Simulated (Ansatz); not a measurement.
Si₃N₄:
```yaml
crystal:
  lattice:
    - [0.00000, 3.89466, 3.89466]
    - [3.89466, 0.00000, 3.89466]
    - [3.89466, 3.89466, 0.00000]
  atoms:
    - { symbol: Si, position: [0.62500, 0.62500, 0.62500] }
    - { symbol: Si, position: [0.12500, 0.62500, 0.62500] }
    - { symbol: Si, position: [0.62500, 0.12500, 0.62500] }
    - { symbol: Si, position: [0.62500, 0.62500, 0.12500] }
    - { symbol: Si, position: [0.25000, 0.25000, 0.25000] }
    - { symbol: Si, position: [0.00000, 0.00000, 0.00000] }
    - { symbol: N, position: [0.86754, 0.86754, 0.86754] }
    - { symbol: N, position: [0.39737, 0.86754, 0.86754] }
    - { symbol: N, position: [0.86754, 0.39737, 0.86754] }
    - { symbol: N, position: [0.86754, 0.86754, 0.39737] }
    - { symbol: N, position: [0.38246, 0.38246, 0.38246] }
    - { symbol: N, position: [0.85263, 0.38246, 0.38246] }
    - { symbol: N, position: [0.38246, 0.85263, 0.38246] }
    - { symbol: N, position: [0.38246, 0.38246, 0.85263] }
```

Relaxed with PBE.

Question: Give the optical modes at the zone centre with their infrared and Raman activity from DFPT, DFT-PBE in the program Ansatz with PAW potentials.

Answer: Transverse frequencies, without the LO–TO term; a row sums one degenerate level.

| ω (cm⁻¹) | degeneracy | IR ((D/Å)²/amu) | Raman (Å⁴/amu) | activity |
|---|---|---|---|---|
| 304 | 3 | 0.00 | 0 | silent |
| 395 | 3 | 1.19 | 0 | IR |
| 404 | 3 | 0.00 | 0.48 | Raman |
| 430 | 2 | 0.00 | 0 | silent |
| 486 | 3 | 0.00 | 0 | silent |
| 502 | 2 | 0.00 | 23 | Raman |
| 588 | 3 | 333.69 | 0 | IR |
| 604 | 3 | 0.00 | 0 | silent |
| 696 | 3 | 0.00 | 2.8 | Raman |
| 708 | 3 | 34.44 | 0 | IR |
| 750 | 2 | 0.00 | 0 | silent |
| 760 | 1 | 0.00 | 0 | silent |
| 780 | 3 | 129.02 | 0 | IR |
| 808 | 3 | 0.00 | 45 | Raman |
| 909 | 1 | 0.00 | 0 | silent |
| 936 | 1 | 0.00 | 20 | Raman |

Question: How high does the top mode go among those that the LO–TO term moves?

Answer: 1008 cm⁻¹ for q along x.

Space group Fd-3m. The cell was relaxed with PBE under the symmetry of its start.

Potentials: the later of the program's two PAW sets.
